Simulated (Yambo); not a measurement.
Absorption of WO3 (ReO3 type, space group Pm-3m, No. 221) under isotropic strain of +1 % on all lattice vectors with and without the electron-hole interaction (Yambo, PBEsol bands; 8×8×8 mesh, 6 valence and 3 conduction bands, static screening with 36 bands and a 4 Ry block, scissor 0.92 eV, Tamm-Dancoff; field along x).

```csv
E (eV),"Im ε, BSE","Im ε, independent quasiparticles"
1.40,0.64,0.38
1.45,0.70,0.41
1.50,0.77,0.44
1.55,0.85,0.47
1.60,0.94,0.51
1.65,1.04,0.56
1.70,1.17,0.61
1.75,1.33,0.67
1.80,1.53,0.74
1.85,1.77,0.82
1.90,2.08,0.92
1.95,2.49,1.04
2.00,3.03,1.18
2.05,3.77,1.37
2.10,4.82,1.60
2.15,6.34,1.91
2.20,8.57,2.32
2.25,11.8,2.89
2.30,15.8,3.68
2.35,19.3,4.83
2.40,19.9,6.51
2.45,17.3,8.92
2.50,13.5,12.0
2.55,10.2,14.6
2.60,7.78,15.1
2.65,6.18,13.0
2.70,5.17,9.97
2.75,4.57,7.45
2.80,4.27,5.69
2.85,4.24,4.54
2.90,4.45,3.81
2.95,4.90,3.37
3.00,5.57,3.15
3.05,6.47,3.10
3.10,7.76,3.19
3.15,9.55,3.39
3.20,11.8,3.70
3.25,14.3,4.19
3.30,16.5,4.91
3.35,17.6,5.86
3.40,16.9,7.03
3.45,15.1,8.45
3.50,13.4,10.2
3.55,12.2,12.0
3.60,11.1,13.2
3.65,9.93,13.9
3.70,8.60,14.4
3.75,7.16,15.0
3.80,5.95,15.0
3.85,5.09,13.9
3.90,4.51,11.7
3.95,4.15,9.43
4.00,3.98,7.57
4.05,3.91,6.21
4.10,3.89,5.25
4.15,4.00,4.55
4.20,4.34,4.03
4.25,4.93,3.66
4.30,5.67,3.44
4.35,6.52,3.37
4.40,7.52,3.49
4.45,8.53,3.77
4.50,9.37,4.19
4.55,10.2,4.74
```

The scissor comes from a G0W0 run whose convergence isn't established. Broadening 0.15 eV. The band window holds all transitions up to 4.6 eV. Fine structure above the onset can come from the mesh.

Without spin-orbit coupling, band edges of such heavy elements can be off by tenths of an eV. The cell is held in this high symmetry; tilts and polar distortions were not searched.

Geometry strained from the cell relaxed with PBEsol, atoms relaxed again; primitive cell a = b = c = 3.833 Å, α = β = γ = 90.00°.

The structure is a Materials Project entry; no match was found in the copy of COD used, and its stability was not checked.
